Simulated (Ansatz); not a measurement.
# Phonons of LaS in the CsCl-type structure

Method: PBEsol, scalar-relativistic; no spin polarisation; PAW, 420 eV, Gaussian smearing of 0.15 eV; code Ansatz. The datasets are Ansatz's generated set soft_2.

```
CELL_PARAMETERS angstrom
3.51990 0.00000 0.00000
0.00000 3.51990 0.00000
0.00000 0.00000 3.51990
ATOMIC_POSITIONS crystal
La 0.00000 0.00000 0.00000
S 0.50000 0.50000 0.50000
```

This is a trial structure; measured cells of the compound in the Crystallography Open Database are in space group Fm-3m (rock salt).

Force constants come from finite displacements in a 2×2×2 supercell (the unit cell's 10×10×10 k-mesh, folded to it); the long-range dipole term is not included. Points in reciprocal vectors of this cell: Γ = (0.000, 0.000, 0.000), X = (0.000, 0.500, 0.000), M = (0.500, 0.500, 0.000), R = (0.500, 0.500, 0.500).

Frequencies at the named points (cm⁻¹, imaginary ones negative):
| point | ω (cm⁻¹) |
| --- | --- |
| Γ | 0 0 0 194 194 194 |
| X | 76 76 173 199 199 261 |
| M | 78 144 144 174 214 214 |
| R | 157 157 157 240 240 240 |

(1) Is the structure dynamically stable along this path, and where does the spectrum end?

(2) What does the harmonic approximation give for the vibrational free energy, entropy and heat capacity?

Answers:

(1) Yes: no branch is imaginary beyond numerical noise. The highest frequency is 261 cm⁻¹, at X. Points that don't fit the supercell are interpolated.

(2) Zero-point energy 30.5 meV/atom.
```
T (K)  F_vib (meV/atom)  S (J/K per mole of atoms)  C_V (J/K per mole of atoms)
  100              26.6                       10.7                         15.9
  200               8.1                       24.1                         22.0
  300             -21.9                       33.4                         23.6
  400             -60.3                       40.3                         24.2
  500            -104.9                       45.7                         24.4
  600            -154.7                       50.2                         24.6
  700            -208.7                       54.0                         24.7
  800            -266.4                       57.3                         24.7
  900            -327.3                       60.2                         24.8
 1000            -391.0                       62.8                         24.8
```

The highest mode, 261 cm⁻¹, is worth 380 K. At 300 K the heat capacity has reached 95 % of the classical limit 3R = 24.9 J/K per mole of atoms: a mode at k_BT already holds 92 % of its classical share, and one at 1.5 k_BT 83 %.

The crystal is a metal or nearly so; low and unstable modes depend on mesh and smearing.

It ran for 40 s on 4 threads of Arm Neoverse V1, on a shared host, peak memory 1.2 GiB.

Scalar-relativistic only: spin–orbit splittings of the heavy atoms' levels are missing.
